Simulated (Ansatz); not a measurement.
One crystal and one scan (energy over volume and axial ratio) at two levels, PBE (plane waves to 420 eV, PAW, scalar-relativistic; Ansatz, a first-principles code) and r2SCAN (plane waves to 500 eV, PAW, scalar-relativistic; Ansatz), each from its own relaxed cell and on its own mesh. The cell shown is that of PBE.

CdSe (zinc blende)

```
CdSe
1.0
    0.00000     3.09822     3.09822
    3.09822     0.00000     3.09822
    3.09822     3.09822     0.00000
Se Cd
1 1
Direct
  0.75000   0.75000   0.75000
  0.00000   0.00000   0.00000
```

Two coordinates are scanned: the volume, and the ratio of the stretch along z (the conventional c axis) to the stretch across it. Atoms keep their fractional coordinates.

Energies are smeared free energies. CdSe was relaxed with its symmetry unable to fall. The PAW data are Ansatz's earlier set. Percentages come from the unrounded values. Both scans cover V/V₀ from 0.920 to 1.080 and (c/a)/(c/a)₀ from 0.960 to 1.040.

| quantity | PBE | r2SCAN | PBE − r2SCAN |
|---|---|---|---|
| Lattice constant a (Å) | 6.196 | 6.133 | +0.063 (+1.0 %) |
| Shear modulus C′ = (C11 − C12)/2 (fit, atoms clamped) (GPa) | 8.8 | 8.6 | +0.2 (+3 %) |

PBE gives the higher value for: lattice constant a.

(Under strain, the slope of the energy per volume gives the stress and its curvature an elastic modulus.)
